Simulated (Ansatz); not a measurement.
TiB2 in space group P6/mmm (No. 191; Ti on 1a, B on 2d) at seven volumes, the program Ansatz at the r²SCAN level (PAW), shape and atoms relaxed at each. One row is withheld.

```json
[
 {"V (Å³/atom)": "7.746", "P (GPa)": "29.15"},
 {"V (Å³/atom)": "8.001", "P (GPa)": "17.95"},
 {"V (Å³/atom)": "8.256", "P (GPa)": "?"},
 {"V (Å³/atom)": "8.512", "P (GPa)": "-0.02"},
 {"V (Å³/atom)": "8.767", "P (GPa)": "-7.20"},
 {"V (Å³/atom)": "9.022", "P (GPa)": "-13.41"},
 {"V (Å³/atom)": "9.278", "P (GPa)": "-18.77"}
]
```

Fit the shown pressures and predict the withheld one.

P = (3/2)B₀(x^(7/2) − x^(5/2))[1 + (3/4)(B′ − 4)(x − 1)] with x = (V₀/V)^(2/3). Least squares on the six rows gives V₀ = 8.511 Å³/atom, B₀ = 258 GPa, B′ = 3.90. At V = 8.256, x = 1.0205 and P = 8.33 GPa. The run itself gave 8.30 GPa.

Symmetry was held in the r²SCAN relaxation; of distortions, only those at the zone centre were tested. The run is not spin-polarised.

Potentials: the later of the program's two PAW sets.
